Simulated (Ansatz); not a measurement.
**La₃GaN₄ (ordering on wurtzite): the band gap by level of theory**

All numbers come from Ansatz 0.2.0. (Calculated; non-magnetic; the phase may be known or hypothetical.)

Structure: an ordered 8-atom cell of La₃GaN₄ on the wurtzite lattice (Cm) (it has left that coordination), at its r2SCAN minimum. Space group Cm (No. 8), monoclinic; conventional cell a = 12.905 Å, b = 3.885 Å, c = 6.546 Å, β = 115.1°, 18.58 Å³ an atom. Around Ga lie 4 N at 1.93–2.25 Å; around La lie 5 N at 2.35–2.69 Å; around N lie 1 Ga at 1.96 Å and 3 La at 2.35–2.43 Å; around N lie 1 Ga at 1.93 Å and 3 La at 2.47–2.69 Å; around La lie 4 N at 2.23–2.61 Å; around La lie 4 N at 2.40–2.54 Å; around N lie 4 La at 2.23–2.41 Å; around N lie 2 Ga at 2.25 Å and 3 La at 2.54–2.61 Å.

```
CELL_PARAMETERS angstrom
6.45267 -1.94235 0.02774
6.45267 1.94235 0.02774
-2.79856 0.00000 5.91771
ATOMIC_POSITIONS crystal
Ga 0.98213 0.98213 0.32603
La 0.29201 0.29201 0.98529
N 0.81449 0.81449 0.20256
N 0.08136 0.08136 0.64453
La 0.51771 0.51771 0.79359
La 0.72277 0.72277 0.45851
N 0.32761 0.32761 0.65286
N 0.51191 0.51191 0.18663
```

On this one geometry the levels give:

| level | k mesh | gap (eV) | kind | edges | least direct gap (eV) |
| --- | --- | --- | --- | --- | --- |
| PBE | 8×8×4 | 0.47 | indirect | D₂–A (0.10) → Γ | 1.23 |
| PBE+SOC | 8×8×4 | 0.42 | indirect | (0.229, -0.234, -1/2) → Γ | 1.22 |
| r2SCAN | 8×8×4 | 0.71 | indirect | (0.229, -0.234, -1/2) → Γ | 1.51 |
| HSE06 | 4×4×4 | 1.35 | indirect | (0.229, -0.234, -1/2) → Γ | 2.13 |
| PBE0 | 4×4×4 | 2.02 | indirect | (0.229, -0.234, -1/2) → Γ | 2.79 |

PBE, PBE+SOC: smearing of 0.02 eV; the others have fixed occupations.
Wave cutoffs: 420 eV, 500 eV (r2SCAN).
Points off the special ones are mesh points or PBE's searched band edges, reused at the other levels.

The HSE06 gap is indirect, 1.35 eV (k = (0.229, -0.234, -1/2) to Γ), below the direct gap of 2.13 eV at Γ. Spin-orbit coupling changes the PBE gap by -0.05 eV, to 0.42 eV.

r2SCAN covers 28 % of the step from PBE to HSE06. For gaps to 0.1 eV, spin-orbit coupling (up to 0.05 eV here) can be left out. Among these functionals the gap stays indirect.

Only the levels marked +SOC include spin-orbit coupling.

Coordinates of k points refer to the reciprocal vectors of the primitive cell of the runs.

The meshes of the hybrids are coarse, so their gaps aren't converged to the digits shown.
